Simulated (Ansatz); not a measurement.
The relaxed structure here is a generated cell of Ga2O3: the first start was made by a random draw of sites in a space group, and the end was not matched to a known phase here, so it may be hypothetical. Known forms of Ga2O3 include space group No. 12, 167.

A relaxed structure of Ga2O3. Method: PBEsol (plane waves to 420 eV, PAW, scalar-relativistic; Ansatz, a first-principles code).

```
CELL_PARAMETERS angstrom
     -1.81469     1.81469     5.10542
      1.81469    -1.81469     5.10542
      1.81469     1.81469    -5.10542
ATOMIC_POSITIONS crystal
  Ga 0.32939 0.32939 0.00000
  Ga 0.67061 0.67061 0.00000
  O  0.75000 0.25000 0.50000
  O  0.25000 0.75000 0.50000
  O  0.50000 0.50000 0.00000
```

Problem. Find the space group and the Wyckoff positions (tolerance 0.01 Å).

Solution. Space group I4/mmm (No. 139); a = 3.629 Å, b = 3.629 Å, c = 10.211 Å, α = 90.00°, β = 90.00°, γ = 90.00°

```
atom  site  symmetry       x       y       z
----  ----  --------  ------  ------  ------
Ga      4e       4mm  0.0000  0.0000  0.3294
O       4d      -4m2  0.0000  0.5000  0.2500
O       2b     4/mmm  0.0000  0.0000  0.5000
```

Problem. Give the shortest distances between elements (the closest pairs, up to four, under 3.6 Å).

Solution. Ga–O 1.74 Å; O–O 2.57 Å; Ga–Ga 3.04 Å.

The volume per atom is 13.45 Å³. The band gap comes out as 2.22 eV, indirect (valence top at S, conduction bottom at Γ) (no spin-orbit coupling) and the smallest direct gap comes out as 2.32 eV at Γ.

No spin polarisation in the result.

The run could not lose the symmetry of its start, so the end can be a saddle point.
